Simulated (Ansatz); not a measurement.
The structure comes from a relaxation in the same program, started in the rocksalt type. Whether it is a known phase or the ground state wasn't checked. The listed cell was then made from it by scaling, straining or moving an atom.

PIr: DFT, r2SCAN, PAW with Ansatz's default frozen-core files, scalar-relativistic (Ansatz 0.2.0). What sets it apart from a plain run of this crystal: functional r2scan, volume scaled by 1.04.

Command: `ansatz run input.yaml --threads 1 --pin off --max-ram 2048MiB --backend cpu --events-out ev --progress --plain --runs-dir out` The run took about 9 s on 1 thread of a shared machine.

```yaml
crystal:
  lattice:
    - [0.0, 2.4972382673, 2.4972382673]
    - [2.4972382673, 0.0, 2.4972382673]
    - [2.4972382673, 2.4972382673, 0.0]
  atoms:
    - { symbol: Ir, position: [0.0, 0.0, 0.0] }
    - { symbol: P, position: [0.5, 0.5, 0.5] }
kpoints:
  mp_grid: { grid: [13, 13, 13] }
scf:
  occupations: { method: fermi_dirac, width: 0.05 }
hamiltonian:
  xc: r2scan
  pseudopotentials: { kind: paw }
output:
  forces: true
  stress: true
  eigenvalues: true
  efg: { contact_densities: true }
```

Output (standing set-up lines are left out):

```
Pseudopotential: Ir, paw, valence charge 17, recommended cutoff 500 eV (meta_gga)
Pseudopotential: P, paw, valence charge 5, recommended cutoff 500 eV (meta_gga)
Functional definition: r2SCAN
  parameter k0 = 0.174
  parameter k1 = 0.065
  parameter a1 = 4.9479
  exchange = r2scan_x(k0 = k0, k1 = k1, a1 = a1)
  correlation = r2scan_c
Crystal: 2 atoms, lattice volume = 31.147 Å³
Basis set: ecut = 500 eV, 749 PW (Γ), exchange–correlation on 108×108×108 points (64 copies of the dense FFT grid, shifted against one another)
PAW frozen core: Ir, regenerated for the run's functional (the file was generated under x = pbe(κ = 0.804, μ = 0.2195149727645171), c = pbe(β = 0.06672455060314922))
PAW frozen core: P, regenerated for the run's functional (the file was generated under x = pbe(κ = 0.804, μ = 0.2195149727645171), c = pbe(β = 0.06672455060314922))
PAW one-centre angular grid: Ir, 590 points (default); XC on 160 Gauss nodes
PAW one-centre angular grid: P, 302 points (default); XC on 160 Gauss nodes
Functional: x = r2scan, c = r2scan; τ floored in thin density (d = 2e-4 eV/Å³)
SCF iter   1: F=—  HF=-12707.633012 eV  |F-HF|=—  |Δ(HF+E_count)|=         —  Δρ=1.43e-2  dr2=9.90e-2  dr2_τ=7.90e-2  ethr=1.77e-3  ⟨swp⟩=6.0  Hψ=7301  notcnv=0
preconditioner: auto → Kerker (q_TF=auto, 2.575 Å⁻¹)  [metal: Δε(μ)=0.015 eV  Ē_g=9.516 eV  σ=0.050 eV  W_gap=0.07  n_scr=14 (ndim 8)  ℏωp=24.9 eV  f_vac=0.000  D(μ)=1.29/eV (n_scr^D=14)]
SCF iter   2: F=—  HF=-12707.668634 eV  |F-HF|=—  |Δ(HF+E_count)|=   3.56e-2  Δρ=4.19e-3  dr2=3.72e-3  dr2_τ=3.73e-3  ethr=4.50e-4  ⟨swp⟩=2.0  Hψ=2246  notcnv=0
SCF iter   3: F=—  HF=-12707.669482 eV  |F-HF|=—  |Δ(HF+E_count)|=   8.48e-4  Δρ=2.06e-3  dr2=6.24e-4  dr2_τ=7.73e-5  ethr=1.69e-5  ⟨swp⟩=2.3  Hψ=1678  notcnv=0
SCF iter   4: F=—  HF=-12707.669648 eV  |F-HF|=—  |Δ(HF+E_count)|=   1.66e-4  Δρ=2.95e-4  dr2=2.25e-5  dr2_τ=3.17e-6  ethr=2.84e-6  ⟨swp⟩=2.7  Hψ=2220  notcnv=0
SCF iter   5: F=—  HF=-12707.669657 eV  |F-HF|=—  |Δ(HF+E_count)|=   8.87e-6  Δρ=7.48e-5  dr2=1.76e-6  dr2_τ=6.54e-7  ethr=1.02e-7  ⟨swp⟩=2.2  Hψ=1880  notcnv=0
SCF iter   6: F=—  HF=-12707.669658 eV  |F-HF|=—  |Δ(HF+E_count)|=   2.24e-7  Δρ=1.72e-5  dr2=1.04e-7  dr2_τ=1.80e-8  ethr=7.99e-9  ⟨swp⟩=2.4  Hψ=1884  notcnv=0
SCF iter   7: F=-12707.669658 eV  HF=-12707.669658 eV  |F-HF|=5.62e-10  |Δ(HF+E_count)|=   1.06e-8  Δρ=3.27e-6  dr2=2.97e-9  dr2_τ=1.32e-9  ethr=4.55e-10  ⟨swp⟩=5.8  Hψ=5462  notcnv=0
SCF 1 converged in 7 iterations: F = -12707.669658 eV  dr2 = 2.97e-9
  greatest PAW one-centre occupation: 1.002 electrons in one spin orbital (limit 2), on the Ir atom at site 0 (counted from 0), in its partial waves of l = 1
SCF converged after 7 iterations
Free energy (F): -12707.669658 eV
Harris-Foulkes:  -12707.669658 eV  (|F-HF|=5.62e-10)
Internal energy: -12707.657929 eV  (E = F + TS)
E sigma→0 (E₀):  -12707.663793 eV
Entropy (-TS):   -0.011729 eV (-5.864 meV/atom)
Fermi energy:    15.858242 eV
--- Per-component energies (eV) ---
  E_band       = -200.695907
  E_kinetic    = 694.850407
  E_local      = -1676.063343  (includes V_loc(G=0)·N_el)
  E_nonlocal   = 108.093427
  E_hartree    = 647.797240
  E_xc         = -313.371469
  E_vxc        = -398.281095  (∫ρ·V_xc dr)
  E_paw        = -9826.168572  (= ΣΔE_a)
  E_vpaw       = -248.752579  (= ΣTr[D̂ρ^β])
  E_aug_tail   = -0.000023  (compensation charges beyond the density's cutoff)
  E_vtau       = 23.864984  (kinetic-family band-sum trace: ∫τ·v_τ [+ j·A + Jᵃ·Aᵃ] dr)
  E_ewald      = -2342.387859
  E_core_change = -0.407736  (= ΣΔE_core)
  E_smearing   = -0.011729  (= −TS)
  E_closure    = 0.000000  (closes the sum)
  Σ components = -12707.669658   (vs F -12707.669658, Δ=0.00e0)
--- Forces (eV/Å), atoms counted from 1 ---
  atom   1  Ir    -0.00000000     0.00000000     0.00000000
  atom   2  P      0.00000000    -0.00000000     0.00000000
  max |Σ_I F_I| component: 1.12e-30 eV/Å
--- Stress (GPa, compression-positive) ---
      -10.261561       0.000000       0.000000
        0.000000     -10.261561       0.000000
        0.000000      -0.000000     -10.261561
  P = ⅓ Tr σ = -10.2616 GPa (-102.616 kbar)
--- PAW observables at the nuclei: V_zz in 10²¹ V/m², potentials from the cell's mean, atoms counted from 1 ---
  atom   1  Ir V_zz =    -0.000000   η = 0.0000   by run symmetry: forbidden
            electrostatic potential = -15787.001101 V   contact ρ = 11161162.908938 e/Å³
  atom   2  P  V_zz =    +0.000000   η = 0.0000   by run symmetry: forbidden
            electrostatic potential = -1502.927285 V   contact ρ = 15996.024433 e/Å³
--- Band table (eV; the first three rows and the last of 84) ---
  k-point 0: bands = ["-77.7480", "-34.0581", "-34.0581", "-34.0581", "1.6435", "12.8221", "12.8221", "12.8221", "13.0296", "13.0296", "16.0842", "16.0842", "16.0842", "22.2672", "26.9223"]
  k-point 1: bands = ["-77.7479", "-34.0610", "-34.0586", "-34.0586", "1.7539", "12.6313", "12.6909", "12.6909", "12.9524", "12.9524", "15.8406", "16.4917", "16.4917", "22.7206", "26.7261"]
  k-point 2: bands = ["-77.7477", "-34.0688", "-34.0597", "-34.0597", "2.0799", "12.0276", "12.1209", "12.1209", "13.1651", "13.1651", "15.4170", "17.4282", "17.4282", "23.6765", "25.9470"]
  k-point 83: bands = ["-77.7463", "-34.0918", "-34.0880", "-34.0768", "4.4835", "10.1367", "10.7374", "10.8062", "14.7732", "14.8239", "15.3466", "15.4104", "16.7643", "24.0501", "25.5405"]
```
